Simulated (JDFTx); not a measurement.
Reference run:

System: Ni(111) (Fm-3m bulk; lattice of mp-23, not re-optimised at this level), 1x1 cell of 4 atoms in 4 planes, area 5.23 Å² a face, 6.0 Å between the outermost planes in a cell 22.0 Å high; k mesh 12×12×1, Fermi width 0.004 Ha, spin-polarised from a ferromagnetic start.

The reference is PBE, GBRV ultrasoft potentials, plane waves to 20/100 Ha; code: JDFTx (a modified build). Unrelaxed; liquid: linear PCM (GLSSA13), water, 1 M NaCl. Potentials refer to SHE, placed 4.44 V below the bulk liquid's zero by convention.

Settings tried: 15/75 Ha; 20/100 Ha; 25/125 Ha; 30/150 Ha.

### Question
Which is the cheapest setting from which the work function and U_pzc both stay within 0.03 (eV, V) of the last one?

### Answer
20/100 Ha. Over the whole series the work function spans 0.06 eV and U_pzc 0.01 V.

| plane-wave cutoffs | work function (eV) | U_pzc (V) | mean C above U_pzc (μF/cm²) | k states × plane waves | cycles, vacuum run | rough core time, vacuum run |
|---|---|---|---|---|---|---|
| 15/75 Ha | 5.16 | 0.42 | 17 over 0.5 V | 38 × 2155 | 38 | 5 min |
| 20/100 Ha | 5.12 | 0.41 | 17 over 0.5 V | 38 × 3316 | 30 | 10 min |
| 25/125 Ha | 5.11 | 0.41 | 17 over 0.5 V | 38 × 4636 | 34 | 10 min |
| 30/150 Ha | 5.11 | 0.41 | – | 38 × 6093 | 26 | 10 min |

Core times come from shared machines and are rough, one run each.
